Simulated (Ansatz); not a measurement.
Rb2LiInCl6 in space group Fm-3m (No. 225; Rb on 8c, Li on 4b, In on 4a, Cl on 24e), DFT-PBEsol in the program Ansatz with PAW potentials, all energies at zero smearing, with the estimated change up to a 700 eV cutoff added, with one set of potentials and settings (totals compare only within such a set). Cell of 10 atoms (2 Rb, 1 Li, 1 In, 6 Cl): -18543.588 eV.

```csv
element,reference phase,E (eV/atom)
Rb,"P6_3/mmc, 4 atoms in the cell",-3216.9938
Li,"Fm-3m, 1 atoms in the cell",-203.0014
In,"I4/mmm, 1 atoms in the cell",-5525.4106
Cl,"Cmce, 4 atoms in the cell",-1060.8120
```

Formation energy per atom, worked out: (-18543.588 − 2×(-3216.9938) − 1×(-203.0014) − 1×(-5525.4106) − 6×(-1060.8120))/10 = -1.632 eV/atom (-157 kJ per mol of atoms), at 0 K, without zero-point energy or fitted corrections.

The first step of the workflow began from a Materials Project structure, measured or hypothetical; the Crystallography Open Database copy checked does not list it. Its standing as an ambient phase is unchecked. The PBEsol relaxation kept the symmetry of its start; its stability against distortions is not shown here. The references are the lowest solids computed at this level, not always the standard phases (solids in place of the gases).

Potentials: the later of the program's two PAW sets.
